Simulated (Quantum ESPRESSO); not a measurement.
Simulation results for Ta2ZnCuIr2Pd2 (simulated cell)

All values are calculated (Quantum ESPRESSO 7.5). Calculation on a made-up metal alloy cell, not a measurement: no spin or spin-orbit, unrelaxed, 2900 K smearing, stress positive in tension, cell energy less fitted offsets; periodic Kohn-Sham density functional theory in plane waves with PseudoDojo standard norm-conserving scalar-relativistic pseudopotentials, each functional with its own files (v0.5 for PBE, v0.4.1 for LDA and PBEsol), eight atoms on drawn sites of a strained close-packed or body-centred lattice, each displaced and held fixed; the energy is the cell's free energy, ions and the entropy term -TS included, at the stated Fermi-Dirac width, less a fixed offset for each atom's element (shifted free energy); compositions with an open d shell lost a parallel starting moment in a cheaper test run, and other magnetic orders were not tried; an error bar is the largest change of its kind in a tighter rerun, never given below 0.002 eV, 0.02 GPa or 0.003 eV/angstrom, and covers cutoff and k-mesh only, not smearing or the files.

Common to all runs: lattice type hexagonal close-packed; functional pbe; cutoff 1252 eV; fermi dirac smearing 0.25 eV; electrons removed 0; k mesh 9 x 5 x 3 shifted half a step off Gamma on each axis.

Notes on all entries: the copper pseudopotential is less sure than most, with forces differing by about three percent and pressure by about two GPa from a second method on plain copper; heavy elements are run without spin-orbit coupling, which real alloys of them have; a spin test at this wide smearing found no moment, but such smearing suppresses magnetism that the real alloy may have; lattice, volume and sites are drawn at random and may be unstable or far from any real phase; energies are for the whole cell, less offsets fitted to these runs, so they are not formation energies.

(1) 
```xyz
8
Lattice="2.7622 0.0087 0.0349 1.3164 -2.3652 -4.5486 1.3466 7.1895 -4.5892" Properties=species:S:1:pos:R:3 formula=Ta2ZnCuIr2Pd2 entropy_term_negative_ts=-1.237 pressure=6.06 stress_xx=-9.57 stress_yy=-6.99 stress_zz=-1.63 stress_yz=-3.19 stress_xz=1.78 stress_xy=-0.54 shifted_free_energy=-0.345
Zn    -0.0754    -0.0251     0.0724
Ta     1.4153     2.4561    -4.5692
Cu     1.4040    -0.7719    -2.3790
Ir     2.6770     1.6079    -6.8715
Ta     2.6754     4.7384    -4.6216
Pd     2.7351     0.0549    -4.4747
Ir     2.8115     1.5242    -2.1979
Pd     4.0314     4.1361    -6.7722
```

Units: entropy_term_negative_ts, shifted_free_energy in eV; pressure, stress_xx, stress_yy, stress_zz, stress_yz, stress_xz, stress_xy in GPa.

Atoms:
```csv
atoms element,atom site,atom energy offset (eV)
Zn,1,-5688.29
Ta,2,-1771.44
Cu,3,-5159.25
Ir,4,-3133.86
Ta,5,-1771.44
Pd,6,-3687.45
Ir,7,-3133.86
Pd,8,-3687.45
```

Forces:
```csv
site,x (eV/Å),y (eV/Å),z (eV/Å)
1,0.116,0.716,-0.472
2,-0.659,-2.71,0.481
3,-0.172,0.315,0.691
4,0.223,-0.506,0.146
5,0.25,2.298,1.425
6,0.108,-0.714,-0.601
7,-0.149,1.005,-0.267
8,0.283,-0.403,-1.403
```

Notes: error bars: energy 0.0076 eV, stress 0.13 GPa, force 0.0075 eV/Å, from a tighter rerun of a related cell, whose elements or sites may differ.

(2) 
```xyz
8
Lattice="2.7622 0.0087 0.0349 1.3164 -2.3652 -4.5486 1.3466 7.1895 -4.5892" Properties=species:S:1:pos:R:3 formula=Ta2ZnCuIr2Pd2 entropy_term_negative_ts=-1.236 pressure=6.11 stress_xx=-9.83 stress_yy=-6.82 stress_zz=-1.69 stress_yz=-3.13 stress_xz=1.81 stress_xy=-0.46 shifted_free_energy=-0.322
Zn    -0.0754    -0.0251     0.0724
Ta     1.4153     2.4561    -4.5692
Cu     1.4040    -0.7719    -2.3790
Ir     2.6770     1.6079    -6.8715
Ta     2.6754     4.7384    -4.6216
Pd     2.7351     0.0549    -4.4747
Ir     2.8115     1.5242    -2.1979
Pd     4.0314     4.1767    -6.7722
```

Units: entropy_term_negative_ts, shifted_free_energy in eV; pressure, stress_xx, stress_yy, stress_zz, stress_yz, stress_xz, stress_xy in GPa.

Atoms:
```csv
atoms element,atom site,atom energy offset (eV)
Zn,1,-5688.29
Ta,2,-1771.44
Cu,3,-5159.25
Ir,4,-3133.86
Ta,5,-1771.44
Pd,6,-3687.45
Ir,7,-3133.86
Pd,8,-3687.45
```

Forces:
```csv
site,x (eV/Å),y (eV/Å),z (eV/Å)
1,0.12,0.722,-0.505
2,-0.658,-2.674,0.438
3,-0.195,0.454,0.684
4,0.225,-0.396,0.144
5,0.243,2.302,1.536
6,0.107,-0.707,-0.6
7,-0.148,1.018,-0.27
8,0.305,-0.719,-1.427
```

Notes: error bars: energy 0.0076 eV, stress 0.13 GPa, force 0.0075 eV/Å, from a tighter rerun of a related cell, whose elements or sites may differ.

(3) 
```xyz
8
Lattice="2.7622 0.0087 0.0349 1.3164 -2.3652 -4.5486 1.3466 7.1895 -4.5892" Properties=species:S:1:pos:R:3 formula=Ta2ZnCuIr2Pd2 entropy_term_negative_ts=-1.235 pressure=6.19 stress_xx=-10.04 stress_yy=-6.78 stress_zz=-1.74 stress_yz=-3.08 stress_xz=1.82 stress_xy=-0.4 shifted_free_energy=-0.3
Zn    -0.0754    -0.0251     0.0724
Ta     1.4153     2.4561    -4.5692
Cu     1.4040    -0.7719    -2.3790
Ir     2.6770     1.6079    -6.8715
Ta     2.6754     4.7384    -4.6216
Pd     2.7351     0.0549    -4.4747
Ir     2.8115     1.5242    -2.1979
Pd     4.0314     4.2034    -6.7722
```

Units: entropy_term_negative_ts, shifted_free_energy in eV; pressure, stress_xx, stress_yy, stress_zz, stress_yz, stress_xz, stress_xy in GPa.

Atoms:
```csv
atoms element,atom site,atom energy offset (eV)
Zn,1,-5688.29
Ta,2,-1771.44
Cu,3,-5159.25
Ir,4,-3133.86
Ta,5,-1771.44
Pd,6,-3687.45
Ir,7,-3133.86
Pd,8,-3687.45
```

Forces:
```csv
site,x (eV/Å),y (eV/Å),z (eV/Å)
1,0.124,0.726,-0.527
2,-0.658,-2.652,0.412
3,-0.212,0.557,0.679
4,0.226,-0.335,0.143
5,0.238,2.302,1.608
6,0.107,-0.702,-0.599
7,-0.147,1.026,-0.273
8,0.322,-0.923,-1.442
```

Notes: error bars: energy 0.0076 eV, stress 0.13 GPa, force 0.0075 eV/Å, from a tighter rerun of this cell.
